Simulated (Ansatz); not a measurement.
Theory: DFT PBE, scalar-relativistic, plane waves, PAW (Ansatz 0.2.0). Settings: cutoff 420 eV, Γ-centred meshes spaced at most about 0.3 Å⁻¹, and about 0.25 Å⁻¹ or finer for metals (2π included), Gaussian smearing. No spin polarisation in the final relaxations.

Temperature and zero-point effects are left out. All come from trial cells, and lower structures may exist.

Problem. These unrelaxed guesses for Ga2O are each relaxed within their symmetry. Order them by the energy at which they end, lowest first.
A.

```
Ga O
1.0
     4.52537    0.00000    0.00000
    -2.26269    3.91909    0.00000
     0.00000    0.00000    2.76857
Ga O
2 1
Direct
  0.00000 0.00000 0.50000
  0.33333 0.66667 0.00000
  0.66667 0.33333 0.50000
```

B.

```
Ga O
1.0
     2.30148   -2.71676    0.00000
     2.30148    2.71676    0.00000
     0.00000    0.00000    3.55933
Ga O
2 1
Cartesian
  0.0000 0.0000 0.0000
  2.3015 0.0000 0.0000
  2.3015 0.0000 1.7797
```

C.

```
Ga O
1.0
    -2.94665    2.94665    2.43896
     2.94665   -2.94665    2.43896
     2.94665    2.94665   -2.43896
Ga O
4 2
Direct
  0.16066 0.66066 0.82132
  0.33934 0.16066 0.50000
  0.66066 0.83934 0.50000
  0.83934 0.33934 0.17868
  0.75000 0.75000 0.00000
  0.25000 0.25000 0.00000
```

D.

```
Ga O
1.0
     0.00000    2.36989    7.21788
     1.42221    0.00000    7.21788
     1.42221    2.36989    0.00000
Ga O
2 1
Direct
  0.33506 0.33506 0.66494
  0.66494 0.66494 0.33506
  0.00000 0.00000 0.00000
```

Solution. D (ends in Fmmm, 0 meV/atom), A (ends in P-6m2, 126 meV/atom), B (ends in P4/mmm, 0.31 eV/atom), C (ends in I4/mcm, 0.34 eV/atom).

Weakly bound directions are ill-defined at this level, which has no dispersion term (Fmmm, P-6m2), and this can change margins and order among such cells. A magnetic state wasn't ruled out in cells without spin, among them Fmmm, I4/mcm. Cells relaxed within their symmetry can be saddle points. Some structure types and database cells were kept out of the candidates from the start, so a known form may be missing.
